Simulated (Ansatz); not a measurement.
LaBi3:
```xyz
4
Lattice="5.0097 0.0000 0.0000 0.0000 5.0097 0.0000 0.0000 0.0000 5.0097" Properties=species:S:1:pos:R:3 pbc="T T T"
La     0.0000     0.0000     0.0000
Bi     2.5048     0.0000     2.5048
Bi     0.0000     2.5048     2.5048
Bi     2.5048     2.5048     0.0000
```

Relaxed with r²SCAN. Special points in fractions of this cell's reciprocal vectors: Γ (0.000, 0.000, 0.000); X (0.000, 0.500, 0.000); M (0.500, 0.500, 0.000); R (0.500, 0.500, 0.500).

Q: List the band energies nearest the Fermi level at these points for DFT-r²SCAN in the program Ansatz with PAW potentials.

A: In eV from the Fermi level; about four levels below and three above (degenerate sets whole), none deeper than 8.9 eV; points with the same levels are listed once.

```
k                                below                     above
-  -----------------------------------  ------------------------
Γ  -3.73 -3.73 -3.73 -0.27 -0.27 -0.27  1.02 1.02 1.36 1.36 1.36
X              -1.91 -1.30 -1.30 -0.61            1.38 1.38 1.50
M        -2.35 -2.35 -1.21 -1.12 -1.12            1.35 1.75 1.75
R              -5.46 -3.86 -3.86 -3.86            1.46 1.46 1.46
```

Space group Pm-3m (Cu3Au type). The workflow started from a Materials Project entry (that database holds measured and hypothetical structures alike); the Crystallography Open Database copy checked does not list it. With La and Bi taken as one species the cell has the higher symmetry Fm-3m, so it may be an ordered model of a mixed-site phase. Whether it is the stable phase at ambient conditions was not checked. Symmetry was held in the r²SCAN relaxation; whether a distortion lowers the energy is not shown. Spin–orbit coupling is left out wherever it is not named.

Potentials: the later of the program's two PAW sets.
